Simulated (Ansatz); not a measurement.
With the program Ansatz at the PBE level (PAW), MoP in the hexagonal phase (P-6m2; Mo on 1a, P on 1d) relaxes to a = 3.241 Å, c = 3.194 Å. P has 6 nearest neighbours from 2.46 Å (trigonal prismatic). Against the elements it lies at -0.69 eV/atom, with no fitted shifts.

Electronic character: metallic (no gap). Gap from PBE with spin–orbit coupling: none (metallic).

An equation-of-state fit gives a bulk modulus of 215 GPa. The relaxed-ion elastic constants in GPa are C11 = 339, C12 = 120, C13 = 152, C33 = 482, C44 = 168. The elastic constants imply a Debye temperature near 584 K. The highest mode at Γ lies at 398 cm^-1. Bader charges are Mo +0.75, P -0.75 e.

The PBE relaxation kept the symmetry of its start; of distortions, only those at the zone centre were tested. The run is not spin-polarised. As this level gives no gap, shear constants depend on the k-mesh and smearing (Fermi–Dirac, 0.1 eV here). As this level gives no gap, phonon frequencies hold no LO–TO term and depend on the k-mesh and smearing (Fermi–Dirac, 0.1 eV here). The references are the lowest solids computed at this level, not always the standard phases. Spin–orbit coupling is left out wherever it is not named.

Potentials: the later of the program's two PAW sets.
